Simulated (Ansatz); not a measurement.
PdOSe (Janus 1T monolayer), relaxed with r2SCAN. The sheet's in-plane cell has a = 3.379 Å, b = 3.379 Å (γ = 120.0°), and its outermost atoms lie 2.31 Å apart along the normal. Pd has 3 O at 2.16 Å and 3 Se at 2.39 Å; O has 3 Pd at 2.16 Å; Se has 3 Pd at 2.39 Å.

```yaml
crystal:
  lattice:
    - [3.37910, 0.00000, 0.00000]
    - [-1.68955, 2.92639, 0.00000]
    - [0.00000, 0.00000, 29.35268]
  atoms:
    - { symbol: Pd, position: [0.00000, 0.00000, 0.31164] }
    - { symbol: O, position: [0.33333, 0.66667, 0.34342] }
    - { symbol: Se, position: [0.66667, 0.33333, 0.26478] }
```
The sheet repeats along a and b alone.

3 runs of the plane-wave code Ansatz on this cell differ in the functional (and in the settings that go with it). Levels are in eV from each run's valence top; v1 is the last filled band, c1 the first empty one.

Run A, mean stress +1.9 N/m (compression positive):

| point | v4 | v3 | v2 | v1 | c1 | c2 |
| --- | --- | --- | --- | --- | --- | --- |
| Γ | -1.86 | -0.41 | -0.41 | -0.37 | 2.68 | 2.68 |
| M | -2.59 | -1.83 | -1.75 | -0.89 | 1.65 | 2.21 |
| K | -3.01 | -1.60 | -1.49 | -0.64 | 0.38 | 2.24 |

Run B, mean stress -1.8 N/m (compression positive):

| point | v4 | v3 | v2 | v1 | c1 | c2 |
| --- | --- | --- | --- | --- | --- | --- |
| Γ | -2.07 | -0.50 | -0.17 | -0.17 | 4.46 | 4.46 |
| M | -3.20 | -2.44 | -1.81 | -1.02 | 3.40 | 4.00 |
| K | -3.63 | -1.85 | -1.75 | -1.01 | 1.91 | 4.10 |

Run C, mean stress -1.8 N/m (compression positive):

| point | v4 | v3 | v2 | v1 | c1 | c2 |
| --- | --- | --- | --- | --- | --- | --- |
| Γ | -2.03 | -0.46 | -0.18 | -0.18 | 3.73 | 3.73 |
| M | -3.15 | -2.39 | -1.79 | -0.99 | 2.67 | 3.27 |
| K | -3.58 | -1.83 | -1.73 | -0.98 | 1.22 | 3.37 |

Q: Match the runs to PBE, HSE06, PBE0.

A: A is PBE, B is PBE0, C is HSE06. In order of the gap: PBE 0.38, HSE06 1.22, PBE0 1.91 eV.

Values at 0 K without nuclear motion; spin polarisation is off, and the phase may be a hypothetical one.

The runs are scalar-relativistic, without spin-orbit coupling.

The program warns that its thresholds are loose for a hybrid's stress.

The meshes of the hybrids are coarse, so their gaps aren't converged to the digits shown.

For some runs the program warns that the potential is rough where the density is thin, which bears on empty states near the vacuum.
